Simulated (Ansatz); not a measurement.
One stationary structure of VBiO$_{4}$. Space group I4₁/amd (No. 141), AFLOW prototype A4BC_tI24_141_h_b_a (as in ZrSiO4). These are r2SCAN (plane waves to 500 eV, PAW, scalar-relativistic; Ansatz, an electronic-structure program) values and carry that method's errors.

```xyz
12
Lattice="-3.6516 3.6516 3.2207 3.6516 -3.6516 3.2207 3.6516 3.6516 -3.2207" Properties=species:S:1:pos:R:3 pbc="T T T"
O      3.6516     2.3295    -1.0884
O      3.6516     1.3222     2.6988
O      3.6516    -1.3222     2.6988
O      0.0000     1.3222     2.1323
O      1.3222     0.0000     4.3091
O      4.9738     0.0000     0.5219
O      2.3295     0.0000     0.5219
O      2.3295     3.6516     1.0884
V      0.0000     0.0000     3.2207
V      3.6516     0.0000     1.6103
Bi     0.0000     3.6516     1.6103
Bi     0.0000     0.0000     0.0000
```

Task: What band gap does r2SCAN give?

Result: 2.89 eV, direct at k = (0.3333, 0.3333, -0.3333) (no spin-orbit coupling).

Task: Predict the magnetic moment from r2SCAN.

Result: Zero (the starting moments vanished).

No spin polarisation in the result: the starting moments vanished. The d or f electrons are treated with no Hubbard U. Without spin-orbit coupling the bands of the heavy element are not split, so the gap can be far off.

The run could not lose the symmetry of its start; a randomly shaken copy of 12 atoms returns to this structure.

The first start was generated by placing the elements on the sites of a structure type. A measured structure of VBiO4 has the same space group, I4₁/amd (No. 141); the sites were not compared with it. Another known form has space group No. 88.
